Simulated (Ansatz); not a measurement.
AlPd:
Space group P2₁3 (No. 198); a = 4.8645 Å, b = 4.8645 Å, c = 4.8645 Å, α = 90.00°, β = 90.00°, γ = 90.00°

```json
[
 {"atom": "Al", "site": "4a", "symmetry": ".3.", "x": "0.8446", "y": "0.8446", "z": "0.8446"},
 {"atom": "Pd", "site": "4a", "symmetry": ".3.", "x": "0.1479", "y": "0.1479", "z": "0.1479"}
]
```

Relaxed with r²SCAN.

**Question.** Tabulate the valence density and the electron localisation function along the shortest Al–Pd contact (2.56 Å), the program Ansatz at the r²SCAN level (PAW).

**Answer.** 

```
distance from Al (Å)  density (e/Å³)   ELF
--------------------  --------------  ----
0.26                            0.06  0.06
0.38                            0.07  0.01
0.51                            0.10  0.03
0.64                            0.15  0.14
0.77                            0.20  0.36
0.89                            0.25  0.50
1.02                            0.28  0.52
1.15                            0.30  0.45
1.28                            0.35  0.35
1.41                            0.45  0.29
1.53                            0.67  0.30
1.66                            1.18  0.38
1.79                            2.44  0.48
1.92                            4.86  0.54
2.04                            8.00  0.54
2.17                           10.82  0.46
2.30                           12.67  0.35
```

The density is the valence pseudo-density with augmentation charge, so density and ELF within about 1 Å of a nucleus are not all-electron values.

Space group P2_13. The workflow started from a Materials Project entry (that database holds measured and hypothetical structures alike); the Crystallography Open Database copy checked does not list it. With Al and Pd taken as one species the cell has the higher symmetry Pa-3, so it may be an ordered model of a mixed-site phase. Its standing as an ambient phase is unchecked. The cell was relaxed with r²SCAN under the symmetry of its start; of distortions, only those at the zone centre were tested. The run is not spin-polarised.

Potentials: the later of the program's two PAW sets.
